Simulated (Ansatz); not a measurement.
The end point of a relaxation of SiO₂. Space group P3₁21 (No. 152), AFLOW prototype A2B_hP9_152_c_a (as in SiO2). Computed with r2SCAN (plane waves to 500 eV, PAW, scalar-relativistic; Ansatz, an electronic-structure program).

```cif
data_O6Si3
_chemical_formula_sum 'Si3 O6'
_space_group_name_H-M_alt 'P 1'
_space_group_IT_number 1
_cell_length_a 4.92213
_cell_length_b 4.92213
_cell_length_c 5.41704
_cell_angle_alpha 90.000
_cell_angle_beta 90.000
_cell_angle_gamma 120.000
loop_
_space_group_symop_operation_xyz
  'x, y, z'
loop_
_atom_site_label
_atom_site_type_symbol
_atom_site_fract_x
_atom_site_fract_y
_atom_site_fract_z
_atom_site_occupancy
Si1 Si 0.46904 0.00000 0.83333 1
Si2 Si 0.00000 0.46904 0.16667 1
Si3 Si 0.53096 0.53096 0.50000 1
O1 O 0.41328 0.26882 0.71522 1
O2 O 0.73118 0.14446 0.04855 1
O3 O 0.85554 0.58672 0.38188 1
O4 O 0.14446 0.73118 0.95145 1
O5 O 0.26882 0.41328 0.28478 1
O6 O 0.58672 0.85554 0.61812 1
```

| Item | Result |
|---|---|
| Volume per atom | 12.63 Å³ |
| Band gap | 6.60 eV, indirect (valence top at K, conduction bottom at Γ) (no spin-orbit coupling) |
| Smallest direct gap | 6.90 eV at Γ |
| Shortest distances | O–Si 1.61 Å; O–O 2.62 Å; Si–Si 3.06 Å |
| k-mesh | 8×8×6 |

Band energies at high-symmetry points (eV from the VBM; labels of this space group; no spin-orbit coupling), from −5 eV up to 11.5 eV:

```json
[
 {"point": "Γ", "energies": "-2.97 -2.97 -2.74 -2.47 -1.49 -1.49 -1.46 -1.02 -1.02 -0.71 -0.31 -0.31 6.60 10.09 10.09 10.61 10.61"},
 {"point": "M", "energies": "-4.63 -3.11 -2.94 -2.70 -2.30 -2.11 -1.76 -1.67 -1.11 -1.03 -0.78 -0.27 -0.04 8.97 9.70 10.50 10.54 11.33 11.52"},
 {"point": "K", "energies": "-4.54 -2.97 -2.97 -2.89 -2.08 -2.08 -1.90 -1.73 -1.23 -1.23 -0.44 -0.44 0.00 9.64 9.64 10.16 11.28 11.34 11.34"},
 {"point": "A", "energies": "-4.68 -2.74 -2.74 -2.67 -2.03 -2.03 -1.83 -1.83 -1.52 -1.22 -0.23 -0.23 -0.09 8.60 8.60 9.76 10.63 10.63 11.51"},
 {"point": "L", "energies": "-4.96 -3.23 -3.21 -2.45 -2.14 -2.10 -1.57 -1.29 -1.14 -0.89 -0.85 -0.60 -0.19 9.78 10.21 10.34 10.54 10.93 11.35"},
 {"point": "H", "energies": "-3.30 -2.84 -2.84 -1.97 -1.97 -1.96 -0.98 -0.94 -0.94 -0.77 -0.58 -0.58 9.92 10.51 10.51 10.91 10.91 10.94"}
]
```

No spin polarisation in the result.

The run could not lose the symmetry of its start.
